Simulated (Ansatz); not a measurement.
Input and command of a plane-wave DFT calculation in Ansatz:

```yaml
crystal:
  lattice:
    - [5.8539816117, 0.0, 0.0]
    - [-2.9269908058, 5.069696789, 0.0]
    - [0.0, 0.0, 4.6987234677]
  atoms:
    - { symbol: Ga, position: [0.833, 0.666, 0.25] }
    - { symbol: Ga, position: [0.167, 0.833, 0.75] }
    - { symbol: Ga, position: [0.334, 0.167, 0.25] }
    - { symbol: Ga, position: [0.167, 0.334, 0.75] }
    - { symbol: Ga, position: [0.833, 0.167, 0.25] }
    - { symbol: Ga, position: [0.666, 0.833, 0.75] }
    - { symbol: W, position: [0.3333333333, 0.6666666667, 0.25] }
    - { symbol: W, position: [0.6666666667, 0.3333333333, 0.75] }
basis:
  ecutwfc: 420
kpoints:
  mp_grid: { grid: [6, 6, 4] }
hamiltonian:
  xc: pbe
scf:
  occupations: { method: gaussian, width: 0.1 }
  lower_state_search: "off"
output:
  forces: true
  stress: true
  eigenvalues: true
```

```bash
ansatz run input.yaml --threads 1 --pin off --max-ram 2560MiB --backend cpu --events-out ev --progress --plain --runs-dir out
```

Processor: Arm Neoverse V1, 1 thread, on a host shared with other jobs.

Task: How long does it run, and how much memory does it take?

Result: About 12 s on 1 thread of Arm Neoverse V1 (shared host), peak memory 0.46 GiB. It solves 64 bands at 21 k points (the mesh reduced by the symmetry that the task leaves, which can be less than the crystal's) with about 2739 plane waves, in 7 SCF iterations.
